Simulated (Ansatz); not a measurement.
## NaP$_{2}$ (P-1) at 2 levels of theory

One geometry, relaxed with PBE+D3(BJ); plane waves with PAW potentials in Ansatz, scalar-relativistic. No spin polarisation. Gaps are the least over mesh and band path; pressure is positive in compression.

```cif
data_structure
_symmetry_space_group_name_H-M 'P-1'
_symmetry_Int_Tables_number 2
_cell_length_a 3.2766
_cell_length_b 5.6332
_cell_length_c 6.9684
_cell_angle_alpha 98.037
_cell_angle_beta 93.324
_cell_angle_gamma 104.473
_cell_volume 122.74
loop_
_atom_site_label
_atom_site_type_symbol
_atom_site_symmetry_multiplicity
_atom_site_Wyckoff_symbol
_atom_site_fract_x
_atom_site_fract_y
_atom_site_fract_z
_atom_site_occupancy
Na1 Na 2 i 0.12216 0.78912 0.17356 1
P1 P 2 i 0.61026 0.67660 0.78410 1
P2 P 2 i 0.90579 0.30218 0.42542 1
```

```tsv
level	cutoff (eV)	k mesh	gap (eV)	pressure (GPa)
PBE+D3(BJ)	420	8×6×4	0.87	0.0
```

Task: What comes out on the same cell with r2SCAN?

Result:
```json
{"level": "r2SCAN", "cutoff (eV)": "500", "k mesh": "8×6×4", "gap (eV)": "1.13", "pressure (GPa)": "1.5"}
```

The cell was found from a structure generator's guess, not taken from experiment.
